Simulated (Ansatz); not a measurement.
The guess for Sc₃B₂Sb was made by a generator: random cell by space group and Wyckoff sites (P4mm, No. 99). Its size is a rough estimate.

```cif
data_structure
_symmetry_space_group_name_H-M 'P4mm'
_symmetry_Int_Tables_number 99
_cell_length_a 4.3652
_cell_length_b 4.3652
_cell_length_c 6.5079
_cell_angle_alpha 90.000
_cell_angle_beta 90.000
_cell_angle_gamma 90.000
_cell_volume 124.01
loop_
_atom_site_label
_atom_site_type_symbol
_atom_site_symmetry_multiplicity
_atom_site_Wyckoff_symbol
_atom_site_fract_x
_atom_site_fract_y
_atom_site_fract_z
_atom_site_occupancy
Sc1 Sc 2 c 0.50000 0.00000 0.84796 1
Sc2 Sc 1 b 0.50000 0.50000 0.73193 1
B1 B 2 c 0.50000 0.00000 0.57800 1
Sb1 Sb 1 a 0.00000 0.00000 0.18689 1
```

Method: DFT PBE, scalar-relativistic, plane waves, PAW in Ansatz. Cutoff 420 eV, Gaussian smearing, Γ-centred meshes. Cell and atoms relax first on a coarse mesh and then on a finer one. In between, the cell is made exact in the group found at 0.06 Å. In metals the finer mesh still leaves noise of several meV/atom or more. The steps can't lower the symmetry of their start. No spin polarisation in the relaxation; trial moments died out in a coarse test.

A guess keeps its type if space group and coordination stay and the shape of the cell changes little (axis ratios within about 15 %, angles within 6°); the volume may change.

Q: Will the relaxed cell still be of the starting type?

A: It doesn't keep its type. The symmetry goes from P4mm (No. 99) to P4/mmm (No. 123). The volume per atom shrinks by 8.6 %, from 20.7 to 18.9 Å³. The shortest distance goes from 1.76 Å (Sc–B) to 2.35 Å (Sc–B). Counting neighbours within 15 % of an atom's shortest distance, the start has B 1, Sb 8, Sc 1/8 and the end B 6, Sb 4, Sc 2/4. In detail, at the end around Sc on a site of symmetry mmm lie 2 B at 2.35 Å, 4 Sb at 3.40 Å and 8 Sc at 3.40–3.47 Å; B has 4 Sc at 2.35–2.46 Å and 2 Sb at 2.46 Å; Sb has 4 B at 2.46 Å and 12 Sc at 3.40–3.47 Å; 1 more site not described.

```cif
data_structure
_symmetry_space_group_name_H-M 'P4/mmm'
_symmetry_Int_Tables_number 123
_cell_length_a 4.9143
_cell_length_b 4.9143
_cell_length_c 4.6944
_cell_angle_alpha 90.000
_cell_angle_beta 90.000
_cell_angle_gamma 90.000
_cell_volume 113.37
loop_
_atom_site_label
_atom_site_type_symbol
_atom_site_symmetry_multiplicity
_atom_site_Wyckoff_symbol
_atom_site_fract_x
_atom_site_fract_y
_atom_site_fract_z
_atom_site_occupancy
Sc1 Sc 2 e 0.50000 0.00000 0.50000 1
Sc2 Sc 1 c 0.50000 0.50000 0.00000 1
B1 B 2 f 0.50000 0.00000 0.00000 1
Sb1 Sb 1 a 0.00000 0.00000 0.00000 1
```

The zero of energy is the elements' standard structures at the same level; no fitted shifts are applied.

Q: At what energy does it end?

A: +0.21 eV/atom. A positive value: parting into the elements would lower its energy.

The last run used an 8×8×8 mesh for its 6-atom cell and Gaussian smearing of 0.10 eV. These runs have no spin–orbit coupling, which can matter for Sb. Symmetry constrained the relaxation, so the result can be a saddle point. Another cell of Sc3B2Sb relaxed alike, in P4/mmm, lies 0.34 eV/atom lower, so this cell isn't the stable form at this level.

In counts of neighbours, a slash parts the counts of unlike sites.
